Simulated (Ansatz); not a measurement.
A trial cell of TaTlH4, before relaxation:

```cif
data_structure
_symmetry_space_group_name_H-M 'P 1'
_symmetry_Int_Tables_number 1
_cell_length_a 4.2058
_cell_length_b 4.2058
_cell_length_c 5.9479
_cell_angle_alpha 90.000
_cell_angle_beta 90.000
_cell_angle_gamma 90.000
_cell_volume 105.21
loop_
_atom_site_label
_atom_site_type_symbol
_atom_site_fract_x
_atom_site_fract_y
_atom_site_fract_z
_atom_site_occupancy
Ta1 Ta 0.50000 0.50000 0.50000 1
Tl1 Tl 0.00000 0.00000 0.00000 1
H1 H 0.50000 0.00000 0.25000 1
H2 H 0.00000 0.50000 0.75000 1
H3 H 0.50000 0.00000 0.75000 1
H4 H 0.00000 0.50000 0.25000 1
```

Level of theory: DFT PBE, scalar-relativistic, plane waves, PAW (Ansatz). Cutoff 420 eV, Gaussian smearing, Γ-centred meshes. Cell and atoms relax first on a coarse mesh and then on a finer one. In between, the cell is made exact in the group found at 0.06 Å. In metals the finer mesh still leaves noise of several meV/atom or more. The steps can't lower the symmetry of their start. No spin polarisation.

A guess keeps its type if space group and coordination stay and the shape of the cell changes little (axis ratios within about 15 %, angles within 6°); the volume may change.

Problem. Does it keep its structure type, or change into something else?

Solution. It doesn't keep its type. The symmetry stays P4/mmm (No. 123). The volume per atom shrinks by 35.7 %, from 17.5 to 11.3 Å³. The shortest distance goes from 2.58 Å (Ta–H and Tl–H) to 1.94 Å (Ta–H). The ratio c/a of the conventional cell changes by a factor of 1.61. Counting neighbours within 15 % of an atom's shortest distance, the start has H 4, Ta 8, Tl 8 and the end H 6, Ta 8, Tl 12. In detail, at the end Ta is surrounded by 8 H at 1.94 Å and 4 Ta at 3.10 Å; Tl has 8 H at 2.82 Å and 4 Tl at 3.10 Å; around H lie 2 Ta at 1.94 Å, 4 H at 2.19 Å, 1 H at 2.33 Å and 2 Tl at 2.82 Å.

```
Ta Tl H
1.0
     3.09898    0.00000    0.00000
     0.00000    3.09898    0.00000
     0.00000    0.00000    7.04128
Ta Tl H
1 1 4
Direct
  0.50000 0.50000 0.50000
  0.00000 0.00000 0.00000
  0.50000 0.00000 0.33486
  0.00000 0.50000 0.66514
  0.50000 0.00000 0.66514
  0.00000 0.50000 0.33486
```

Formation energies are uncorrected and refer to the elements' standard structures at the same level (H₂ as a molecule).

Problem. At what energy does it end?

Solution. +0.09 eV/atom. It can't be a ground state, since the elements alone are lower.

The last run used a 12×12×6 mesh (in the run's order of axes) for its 6-atom cell and Gaussian smearing of 0.10 eV. Weakly bound directions are ill-defined at this level, which has no dispersion term. These runs have no spin–orbit coupling, which can matter for Ta and Tl. With hydrogen, zero-point motion can shift formation energies by some tens of meV/atom. A structure relaxed within its symmetry needn't be a true minimum.
